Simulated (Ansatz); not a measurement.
**BaTaO3: computed property card**

BaTaO3:
Space group Pm-3m (No. 221); a = b = c = 4.091 Å, α = β = γ = 90.00°

| atom | site | symmetry | x | y | z |
|---|---|---|---|---|---|
| Ta | 1b | m-3m | 0.5000 | 0.5000 | 0.5000 |
| Ba | 1a | m-3m | 0.0000 | 0.0000 | 0.0000 |
| O | 3c | 4/mm.m | 0.0000 | 0.5000 | 0.5000 |

Space group Pm-3m (No. 221), cubic perovskite; conventional cell a = b = c = 4.0910 Å, α = β = γ = 90.00°.

Method: r²SCAN (plane waves, PAW; program Ansatz). Geometry: relaxed at this level of theory. Other levels are named where they apply.

**Cell and energy**

Volume per atom: 13.69 Å³
Density: 8.88 g/cm³
Formation energy from the elements (no fitted shifts): -3.12 eV/atom

**Electronic structure**

* **Electronic character**: metallic (no gap)
* **Density of states at the Fermi level**: 0.23 states/eV per atom (mean over ±0.08 eV)
* **Gap with spin–orbit coupling**: none (metallic)

**Mechanics**

- Bulk modulus (Birch–Murnaghan fit) = 195 GPa
- Pressure derivative B′ = 4.5

**Charges**

- Bader charges: Ta +2.59, Ba +1.55, O -1.38 e

The start of the workflow was typed in or built on a structure type; the Crystallography Open Database copy checked does not list it. Its standing as an ambient phase is unchecked. Symmetry was held in the r²SCAN relaxation; whether a distortion lowers the energy is not shown. The run is not spin-polarised. The volume moved by -17 % from the start of the relaxation. With an odd number of electrons in the cell and no spin polarisation, the count alone makes it a metal. The references are the lowest solids computed at this level, not always the standard phases (solids in place of the gases). Spin–orbit coupling is left out wherever it is not named.

Potentials: the earlier of the program's two PAW sets.
